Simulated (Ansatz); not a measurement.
Starting cell, MgB2 (AlB2 type, space group P6/mmm):

```xyz
3
Lattice="3.0743 0.0000 0.0000 -1.5372 2.6624 0.0000 0.0000 0.0000 3.5275" Properties=species:S:1:pos:R:3 pbc="T T T"
Mg     0.0000     0.0000     0.0000
B      0.0000     1.7750     1.7638
B      1.5372     0.8875     1.7638
```

The atoms are displaced by Q × the pattern below (from a DFPT mode at Γ, largest move 1; Q in Å), at fixed cell.

```json
[
 {"atom": "B2", "x": "0.000", "y": "0.000", "z": "1.000"},
 {"atom": "B3", "x": "0.000", "y": "0.000", "z": "-1.000"}
]
```

Atoms not listed stay in place.

Method: PBE (plane waves to 420 eV, PAW, scalar-relativistic; Ansatz, a quantum-chemistry and plane-wave program). k mesh 17×17×13 (Γ-centred), Fermi-Dirac smearing 0.05 eV. With partly filled bands, energies and forces of such displacements shift with the k mesh and the smearing. MgB2 was relaxed with its symmetry unable to fall. 

```csv
Q (Å),−dE/dQ from forces (eV/Å)
-0.100,3.687
-0.083,3.084
-0.067,2.474
-0.050,1.860
-0.033,1.242
-0.017,0.622
0.000,0.000
0.017,-0.622
0.033,-1.242
0.050,-1.860
0.067,-2.474
0.083,-3.084
0.100,-3.687
```

### Question
What harmonic wavenumber does the curvature at Q = 0 give?

### Answer
685 cm⁻¹. E″ = 37.32 eV/Å², M = Σ mᵢ|uᵢ|² = 21.6 u, ν̃ = 521.5·√(|E″|/M).

(For displaced atoms, the force is minus the slope of the energy, and its curvature is a force constant, which sets phonon frequencies.)
